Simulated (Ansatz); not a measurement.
**NaCl: sound and stiffness along [100], [110] and [111]**

Computed with Ansatz 0.2.0, DFT PBEsol, scalar-relativistic, plane waves, PAW. Plane waves to 420 eV; Γ-centred k mesh 8×8×8; fixed occupations. No spin polarisation.

Relaxed structure:
```
CELL_PARAMETERS angstrom
0.00000 2.80095 2.80095
2.80095 0.00000 2.80095
2.80095 2.80095 0.00000
ATOMIC_POSITIONS crystal
Na 0.00000 0.00000 0.00000
Cl 0.50000 0.50000 0.50000
```

With ions relaxed, on the cubic axes: C11 = 54.8, C12 = 11.4, C44 = 12.0 GPa. The density is 2.208 g/cm³. Zone-centre modes weren't checked beside this run.

**Question.** Is the crystal stable against strain, and how anisotropic is it?

**Answer.** Born's conditions hold: C11 + 2C12 = 77.6, C11 − C12 = 43.3 and C44 = 12.0 GPa are all positive. B = (C11 + 2C12)/3 = 25.9 GPa. The two shear moduli are C44 and C′ = (C11 − C12)/2 = 21.7 GPa, so Zener's ratio is A = C44/C′ = 0.56: the shear C44 is the soft one, as in NaCl, KCl, the halide perovskites and the bcc metals V, Nb, Cr and Mo. The Cauchy pressure C12 − C44 is -0.6 GPa; it would vanish for pair forces between atoms on inversion centres at zero pressure, and here it is small.

**Question.** Give the sound speeds along the three symmetry directions.

**Answer.** The Christoffel equation gives ρv² for each branch:
```tsv
direction	branch	ρv²	GPa	v (m/s)
[100]	L	C11	54.8	4980
[100]	T (×2)	C44	12.0	2335
[110]	L	(C11 + C12 + 2C44)/2	45.1	4520
[110]	T, u ∥ [001]	C44	12.0	2335
[110]	T, u ∥ [1-10]	(C11 − C12)/2	21.7	3133
[111]	L	(C11 + 2C12 + 4C44)/3	41.9	4357
[111]	T (×2)	(C11 − C12 + C44)/3	18.5	2891
```

**Question.** How does Young's modulus depend on direction?

**Answer.** Inverting gives S11 = 19.679, S12 = -3.394, S44 = 83.056 TPa⁻¹. Along a unit vector (l, m, n), 1/E = S11 − 2(S11 − S12 − S44/2)(l²m² + m²n² + n²l²), where the last bracket is 0, 1/4 and 1/3 for [100], [110] and [111]: E = 51, 35 and 31 GPa. With A < 1 the cube edge is stiffest. For a film on (001), the biaxial modulus is C11 + C12 − 2C12²/C11 = 61 GPa and the normal strain is −2C12/C11 = -0.42 times the in-plane one.

Cost: 1 run of about 0.25 core-minutes, on Arm Neoverse N1 (shared hosts).